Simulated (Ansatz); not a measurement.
BeSe:
```xyz
2
Lattice="0.0000 2.5407 2.5407 2.5407 0.0000 2.5407 2.5407 2.5407 0.0000" Properties=species:S:1:pos:R:3 pbc="T T T"
Se     3.8110     3.8110     3.8110
Be     0.0000     0.0000     0.0000
```

x, y and z are the axes in which the lattice vectors are written.

Question: Give the high-frequency dielectric tensor and the Born effective charge tensors of the independent atoms from DFPT, LDA in the plane-wave PAW code Ansatz.

Answer: 
ε∞:
```
6.12  0.00  0.00
0.00  6.12  0.00
0.00  0.00  6.12
```
Z* of atom 1 (Se), rows: field, columns: displacement, in e:
```
-1.48   0.00   0.00
 0.00  -1.48   0.00
 0.00   0.00  -1.48
```
Z* of atom 2 (Be), rows: field, columns: displacement, in e:
```
1.48  0.00  0.00
0.00  1.48  0.00
0.00  0.00  1.48
```

Space group F-43m (zinc blende). The LDA relaxation kept the symmetry of its start. Spin–orbit coupling is left out wherever it is not named.

Potentials: the later of the program's two PAW sets.
